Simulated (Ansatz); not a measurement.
# Generalised stacking-fault energy along a line for TiC (rock salt)

Generalised stacking fault of TiC (rock salt) on the {110} plane. The cell below holds the perfect crystal with the plane normal along z; tilting its third vector by the shift puts one fault into each cell, between planes 1.53 Å apart, at fixed cell height.

```yaml
crystal:
  lattice:
    - [3.06392, 0.00000, 0.00000]
    - [0.00000, 4.33303, 0.00000]
    - [1.53196, 2.16652, 4.59588]
  atoms:
    - { symbol: C, position: [0.00000, 0.00000, 0.83333] }
    - { symbol: C, position: [0.33333, 0.33333, 0.16667] }
    - { symbol: C, position: [0.66667, 0.66667, 0.50000] }
    - { symbol: Ti, position: [0.00000, 0.50000, 0.83333] }
    - { symbol: Ti, position: [0.33333, 0.83333, 0.16667] }
    - { symbol: Ti, position: [0.66667, 0.16667, 0.50000] }
```

In-plane vectors a = (3.064, 0.000) Å, b = (0.000, 4.333) Å, area 13.28 Å². The shift is s times the vector b (length 4.333 Å), so s = 1 restores the start. The shift is rigid: no atom relaxes. γ = [E(shift) − E(0)] / area.

Level of theory: PBE (plane waves to 420 eV, PAW, scalar-relativistic; Ansatz, a first-principles code). k mesh 13×13×13 (Γ-centred), Fermi-Dirac smearing 0.05 eV. Energies are extrapolated to zero smearing. Compression counts positive. With partly filled bands, the k mesh leaves noise in γ, roughly 0.02 J/m² as judged from a few cases. Faults lie only 4.6 Å apart, and holding the cell height and the atoms raises γ above its relaxed value. Left out: 5 of 12 points, with atoms too close for the PAW data. TiC is run without spin polarisation. TiC was relaxed with its symmetry unable to fall. γ is measured from zero shift.

| shift (Å) | γ (J/m²) | σ normal to the fault (GPa) |
|---|---|---|
| 0.000 | 0.00 | 0.0 |
| 0.361 | 0.74 | 0.9 |
| 0.722 | 2.55 | 3.1 |
| 1.083 | 4.50 | 3.2 |
| 3.250 | 4.50 | 3.2 |
| 3.611 | 2.55 | 3.1 |
| 3.972 | 0.74 | 0.9 |

(The slope of γ gives the shear force per area between the displaced halves; near zero shift its curvature is an elastic stiffness.)
